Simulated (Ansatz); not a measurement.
AgBr (rock salt)

```yaml
crystal:
  lattice:
    - [0.00000, 2.83697, 2.83697]
    - [2.83697, 0.00000, 2.83697]
    - [2.83697, 2.83697, 0.00000]
  atoms:
    - { symbol: Br, position: [0.00000, 0.00000, 0.00000] }
    - { symbol: Ag, position: [0.50000, 0.50000, 0.50000] }
```

The slice is a {111} plane (indices of the conventional cell) through the point (0.500, 0.500, 0.500) (fractional), spanned by u = [100] and v = [-1 2 0] in vectors of this cell: u (4.01 Å) and v (6.95 Å, at 90° to u). It covers one period; positions are fractions (u, v).

The numbers are results of PBEsol (plane waves to 420 eV, PAW, scalar-relativistic; Ansatz, a first-principles code), not measurements. k mesh 10×10×10. These are valence fields of a PAW run, semicore shells included where kept as valence: close to a nucleus they are smooth pseudo fields. AgBr was relaxed with its symmetry unable to fall.

Question: Predict the map of the valence electron density on the slice.

Answer: 
```
|999988664422110000000000112244668899|
|888877664422110000000000112244667788|
|777766443311110000000000111133446677|
|554444332211000000000000001122334444|
|333322111100000000000000000011112233|
|111111000000000000000000000000001111|
|000000000000000000000000000000000000|
|000000000000000000000000000000000000|
|000000000000000000000000000000000000|
|000000000000001111111111000000000000|
|000000000011112233333322111100000000|
|000000001122334444554444332211000000|
|000000111133446677777766443311110000|
|000000112244667788888877664422110000|
|000000112244668899999988664422110000|
|000000113355778899999988775533110000|
|000000112244668899999988664422110000|
|000000112244667788888877664422110000|
|000000111133446677777766443311110000|
|000000001122334444554444332211000000|
|000000000011112233333322111100000000|
|000000000000001111111111000000000000|
|000000000000000000000000000000000000|
|000000000000000000000000000000000000|
|000000000000000000000000000000000000|
|111111000000000000000000000000001111|
|333322111100000000000000000011112233|
|554444332211000000000000001122334444|
|777766443311110000000000111133446677|
|888877664422110000000000112244667788|
|999988664422110000000000112244668899|
|999988775533110000000000113355778899|
```
Scale: ten equal steps from -1.24 (start of '0') to 1.32 (end of '9'), in the order '0123456789'. Values: log₁₀ of the valence density in e/Å³. The map has 18 points along u (two characters each, u = 0 at the left) and 32 along v (v = 0 in the bottom row). The scale is logarithmic, as a density can span decades between atoms and voids.
